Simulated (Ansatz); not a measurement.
The guess for Cd3NiO was made by a generator: random cell by space group and Wyckoff sites (R-3m, No. 166). Its size is a rough estimate.

```
Cd Ni O
1.0
     2.23208    1.28869    5.18275
    -2.23208    1.28869    5.18275
     0.00000   -2.57738    5.18275
Cd Ni O
3 1 1
Direct
  0.00000 0.00000 0.50000
  0.50000 0.00000 0.00000
  0.00000 0.50000 0.00000
  0.50000 0.50000 0.50000
  0.00000 0.00000 0.00000
```

All numbers below come from DFT PBE, scalar-relativistic, plane waves, PAW in Ansatz. Cutoff 420 eV, Gaussian smearing, Γ-centred meshes. Cell and atoms relax first on a coarse mesh and then on a finer one. In between, the cell is made exact in the group found at 0.06 Å. In metals the finer mesh still leaves noise of several meV/atom or more. The steps can't lower the symmetry of their start. Collinear spin, starting moments Ni 2.0 μB; they died out on the coarse mesh, so the last step has no spin.

A guess keeps its type if space group and coordination stay and the shape of the cell changes little (axis ratios within about 15 %, angles within 6°); the volume may change.

Problem. Will the relaxed cell still be of the starting type?

Solution. It doesn't keep its type. The symmetry goes from R-3m (No. 166) to Pm-3m (No. 221). The end has the antiperovskite type. The volume per atom grows by 2.6 %, from 17.9 to 18.3 Å³. The shortest distance goes from 2.23 Å (Cd–Ni and Cd–Cd) to 2.26 Å (Cd–O). Counting neighbours within 15 % of an atom's shortest distance, the start has Cd 6, Ni 6, O 6 and the end Cd 2, Ni 12, O 6. In detail, at the end Cd has 2 O at 2.26 Å, 4 Ni at 3.19 Å and 8 Cd at 3.19 Å; Ni is surrounded by 12 Cd at 3.19 Å; O is surrounded by 6 Cd at 2.26 Å.

```
Cd Ni O
1.0
     4.51006    0.00000    0.00000
     0.00000    4.51006    0.00000
     0.00000    0.00000    4.51006
Cd Ni O
3 1 1
Cartesian
  0.0000 2.2550 0.0000
  0.0000 0.0000 2.2550
  2.2550 0.0000 0.0000
  2.2550 2.2550 2.2550
  0.0000 0.0000 0.0000
```

The last run used an 8×8×8 mesh for its 5-atom cell and Gaussian smearing of 0.10 eV. No Hubbard U is applied to the 3d shell of Ni. Trial moments died out on the coarse mesh, so the last step has no spin; another magnetic start might hold. A structure relaxed within its symmetry needn't be a true minimum. Another cell of Cd3NiO relaxed alike but with spin, in P6/mmm, lies 273 meV/atom lower, so this cell isn't the stable form at this level.
